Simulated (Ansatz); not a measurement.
**BaPb3 in the AuCu3-type structure**

Level of theory: DFT, PBEsol, scalar-relativistic, no spin polarisation; plane waves to 420 eV with PAW datasets (Ansatz 0.2.0), 6×6×6 k-mesh, Gaussian smearing of 0.05 eV. The datasets are Ansatz's generated set soft_2.

```cif
data_structure
_symmetry_space_group_name_H-M 'Pm-3m'
_symmetry_Int_Tables_number 221
_cell_length_a 5.0315
_cell_length_b 5.0315
_cell_length_c 5.0315
_cell_angle_alpha 90.000
_cell_angle_beta 90.000
_cell_angle_gamma 90.000
_cell_volume 127.38
loop_
_atom_site_label
_atom_site_type_symbol
_atom_site_symmetry_multiplicity
_atom_site_Wyckoff_symbol
_atom_site_fract_x
_atom_site_fract_y
_atom_site_fract_z
_atom_site_occupancy
Ba1 Ba 1 a 0.00000 0.00000 0.00000 1
Pb1 Pb 3 c 0.00000 0.50000 0.50000 1
```

This is a trial structure made by placing the elements on a prototype's sites, so it needn't be the stable form.

Task: Which orbitals carry the states at the Fermi level, and how many states are there?

Result: Within 0.1 eV of it: Pb 6p 93 % (shares among the projected shells). The Fermi level sits on a steep edge: the density of states is 0.4, 0.5 and 1.1 states/eV per cell at −0.1, 0 and +0.1 eV.

Density of states (tetrahedra, averaged over 0.4 eV; states/eV per cell of 4 atoms; energy in eV from the Fermi level; projections on Löwdin-orthogonalised atomic orbitals, summed over sites):

```
    E  total  Pb 6p  Pb 6s  Ba 6s  Ba 5p  Ba 5s
-7.65   2.64   0.27   2.26   0.02   0.06   0.00
-7.25   2.00   0.16   1.79   0.01   0.02   0.00
-6.85   1.25   0.04   1.19   0.00   0.00   0.00
-6.45   0.00   0.00   0.00   0.00   0.00   0.00
-6.05   0.00   0.00   0.00   0.00   0.00   0.00
-5.65   0.00   0.00   0.00   0.00   0.00   0.00
-5.25   0.00   0.00   0.00   0.00   0.00   0.00
-4.85   0.00   0.00   0.00   0.00   0.00   0.00
-4.45   0.00   0.00   0.00   0.00   0.00   0.00
-4.05   0.00   0.00   0.00   0.00   0.00   0.00
-3.65   0.08   0.07   0.00   0.00   0.00   0.00
-3.25   0.41   0.36   0.02   0.01   0.00   0.00
-2.85   1.78   1.51   0.07   0.11   0.01   0.04
-2.45   1.95   1.65   0.10   0.09   0.03   0.03
-2.05   2.43   2.10   0.11   0.06   0.05   0.02
-1.65   3.67   3.26   0.10   0.02   0.11   0.01
-1.25   3.63   3.12   0.17   0.02   0.08   0.01
-0.85   2.84   2.36   0.18   0.02   0.04   0.01
-0.45   2.66   2.13   0.22   0.03   0.03   0.01
-0.05   0.76   0.62   0.04   0.00   0.01   0.00
 0.35   2.80   2.23   0.22   0.01   0.03   0.00
 0.75   2.23   1.74   0.19   0.01   0.02   0.00
 1.15   2.77   2.12   0.21   0.02   0.02   0.00
 1.55   1.97   1.49   0.13   0.02   0.01   0.00
 1.95   2.09   1.53   0.11   0.02   0.01   0.00
 2.35   1.69   1.17   0.06   0.01   0.00   0.00
 2.75   2.43   1.48   0.05   0.02   0.00   0.00
 3.15   3.37   1.46   0.06   0.06   0.00   0.00
 3.55   4.73   1.58   0.07   0.20   0.01   0.00
 3.95   4.93   1.29   0.05   0.29   0.01   0.01
 4.35   4.97   1.92   0.04   0.19   0.01   0.01
 4.75   3.70   1.46   0.04   0.15   0.01   0.00
 5.15   3.28   0.90   0.04   0.21   0.01   0.01
 5.55   2.37   0.41   0.03   0.15   0.00   0.01
 5.95   2.62   0.42   0.01   0.08   0.00   0.00
```

No spin–orbit coupling, a notable omission for heavy elements.
